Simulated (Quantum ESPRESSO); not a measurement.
# Si12Ge4: convergence and cost over cutoff and k mesh

Simulated, not a measurement. The program is pw.x of Quantum ESPRESSO 7.5 (plane-wave density functional theory). The cell is made up: 16 atoms on a doubled zincblende/diamond lattice, with randomly drawn elements, strain and displacements, not relaxed. PseudoDojo standard norm-conserving files (v0.5 for PBE, v0.4.1 for LDA and PBEsol) set the functional; there is no spin polarisation, spin-orbit coupling or dispersion term, and the masses in the input are unused placeholders.

Input of the run in row 4:

```
&control calculation='scf', pseudo_dir='./dojo.nc.sr.pbe.v0_5.standard.upf', outdir='./o', disk_io='medium', tprnfor=.true., tstress=.true. /
&system ibrav=0, nat=16, ntyp=2, nbnd=58, ecutwfc=77.98206166, nosym=.true., tot_charge=0,
 occupations='smearing', smearing='fd', degauss=0.0018374661
/
&electrons conv_thr=7.350e-09, electron_maxstep=60, /
ATOMIC_SPECIES
Ge 1.0 Ge.upf
Si 1.0 Si.upf
CELL_PARAMETERS angstrom
5.7525 0.0344 0.0271
0.0344 5.6566 0.0755
0.0541 0.1511 11.2413
ATOMIC_POSITIONS angstrom
Si 0.0188 0.0122 -0.0205
Si -0.0214 2.8581 2.8693
Si 2.8865 0.1414 2.7253
Si 2.8309 2.7999 0.0791
Si -0.0287 0.048 5.5852
Si 0.1037 2.9887 8.5337
Ge 2.8741 0.1338 8.4327
Si 2.9622 2.9116 5.6921
Si 1.4357 1.4436 1.4548
Ge 1.5125 4.299 4.3252
Si 4.3849 1.5239 4.2086
Si 4.3759 4.2717 1.4346
Si 1.4453 1.5731 7.0772
Ge 1.4908 4.3851 9.8393
Ge 4.4108 1.5929 9.9239
Si 4.4195 4.3701 6.9944
K_POINTS automatic
4 4 2 1 1 1
```

The same cell was run at these settings. Meshes are shifted by half a step, and differences are from the last row, which is itself not exact.

| cutoff (eV) | k mesh | k points solved | threshold (eV) | free energy less the last row's (eV) | pressure (GPa) | largest stress difference (GPa) | largest force difference (eV/Å) | iterations | wall time (s) | k-point pools | processor |
| --- | --- | --- | --- | --- | --- | --- | --- | --- | --- | --- | --- |
| 743 | 2 x 2 x 2 | 4 | 1e-04 | 7.929 | -34.28 | 30.51 | 0.048 | 9 | 103 | 1 | AMD EPYC, Zen 5 class |
| 1061 | 2 x 2 x 2 | 4 | 1e-07 | 0.314 | -4.68 | 1.06 | 0.035 | 13 | 441 | 1 | AMD EPYC, Zen 5 class |
| 737 | 4 x 4 x 2 | 16 | 1e-07 | 8.491 | -36.93 | 32.24 | 0.022 | 13 | 494 | 1 | AMD EPYC, Zen 5 class |
| 1061 | 4 x 4 x 2 | 16 | 1e-07 | 0.034 | -4.74 | 0.04 | 0.004 | 13 | 940 | 1 | AMD EPYC, Zen 5 class |
| 1347 | 6 x 6 x 4 | 72 | 1e-07 | 0.000 | -4.70 | 0.00 | 0.000 | 13 | 766 | 4 | AMD EPYC, Zen 5 class |

Each pool is one process. Wall times include start-up and a band step at six k points, which weighs most on the coarsest meshes. The runs were on shared virtual cores whose load varied, so times are rough.